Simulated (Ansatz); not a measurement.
A relaxation computed with Ansatz, from input to last step.

```yaml
crystal:
  lattice:
    - [-1.6030713321, 1.6030713321, 3.9325343615]
    - [1.6030713321, -1.6030713321, 3.9325343615]
    - [1.6030713321, 1.6030713321, -3.9325343615]
  atoms:
    - { symbol: Pd, position: [0.665, 0.665, 0.0] }
    - { symbol: Pd, position: [0.335, 0.335, 0.0] }
    - { symbol: Ir, position: [0.0, 0.0, 0.0] }
basis:
  ecutwfc: 420
kpoints:
  mp_grid: { grid: [8, 8, 8] }
hamiltonian:
  xc: pbe
scf:
  occupations: { method: gaussian, width: 0.1 }
  lower_state_search: "off"
output:
  forces: true
  stress: true
  eigenvalues: true
relax:
  adjacent_minimum: "off"
  f_tol: 0.04
  max_steps: 70
  cell: { stress_tol: 0.4 }
```

```bash
ansatz run input.yaml --threads 1 --pin off --max-ram 2560MiB --backend cpu --events-out ev --progress --plain --runs-dir out
```

Theory: DFT PBE, scalar-relativistic, plane waves, PAW (Ansatz).

Of 5 frames 5 are shown, positions in Å and forces in eV/Å; the SCF threshold varies from step to step. Steps run on the plane waves of an earlier cell, with a Pulay correction in the pressure. The basis is chosen afresh for the last frame, the zero of the energies, and at times for earlier ones too; energy and pressure step there, also at an unchanged geometry.

```xyz
3
Lattice="-1.6031 1.6031 3.9325 1.6031 -1.6031 3.9325 1.6031 1.6031 -3.9325" Properties=species:S:1:pos:R:3:forces:R:3 pbc="T T T" step=1 free_energy_over_end_meV_per_atom=165.08 pressure_GPa=35.08
Pd    0.0000    0.0000    5.2303    0.0000    0.0000    0.0479
Pd    0.0000    0.0000    2.6348    0.0000    0.0000   -0.0479
Ir    0.0000    0.0000    0.0000    0.0000    0.0000    0.0000
3
Lattice="-1.6757 1.6757 4.1243 1.6757 -1.6757 4.1243 1.6757 1.6757 -4.1243" Properties=species:S:1:pos:R:3:forces:R:3 pbc="T T T" step=2 free_energy_over_end_meV_per_atom=5.26 pressure_GPa=-3.83
Pd    0.0000    0.0000    5.4821    0.0000    0.0000   -0.1756
Pd    0.0000    0.0000    2.7664    0.0000    0.0000    0.1756
Ir    0.0000    0.0000    0.0000    0.0000    0.0000    0.0000
3
Lattice="-1.6653 1.6653 4.1164 1.6653 -1.6653 4.1164 1.6653 1.6653 -4.1164" Properties=species:S:1:pos:R:3:forces:R:3 pbc="T T T" step=3 free_energy_over_end_meV_per_atom=1.24 pressure_GPa=-0.88
Pd    0.0000    0.0000    5.4678    0.0000    0.0000   -0.0970
Pd    0.0000    0.0000    2.7650    0.0000    0.0000    0.0970
Ir    0.0000    0.0000    0.0000    0.0000    0.0000    0.0000
3
Lattice="-1.6599 1.6599 4.1272 1.6599 -1.6599 4.1272 1.6599 1.6599 -4.1272" Properties=species:S:1:pos:R:3:forces:R:3 pbc="T T T" step=4 free_energy_over_end_meV_per_atom=0.69 pressure_GPa=-0.02
Pd    0.0000    0.0000    5.4765    0.0000    0.0000   -0.0098
Pd    0.0000    0.0000    2.7780    0.0000    0.0000    0.0098
Ir    0.0000    0.0000    0.0000    0.0000    0.0000    0.0000
3
Lattice="-1.6599 1.6599 4.1272 1.6599 -1.6599 4.1272 1.6599 1.6599 -4.1272" Properties=species:S:1:pos:R:3:forces:R:3 pbc="T T T" step=5 free_energy_over_end_meV_per_atom=0.00 pressure_GPa=-0.03
Pd    0.0000    0.0000    5.4765    0.0000    0.0000   -0.0100
Pd    0.0000    0.0000    2.7780    0.0000    0.0000    0.0100
Ir    0.0000    0.0000    0.0000    0.0000    0.0000    0.0000
```

The start puts this composition into another compound's structure type, which needn't suit it. At the end the space group is I4/mmm (tolerance 0.05 Å).

Time: 17 s on 1 thread of Arm Neoverse V2 (shared host), peak memory 0.36 GiB.

The k mesh is coarse. Spin–orbit coupling is left out, which can shift energies with elements as heavy as these.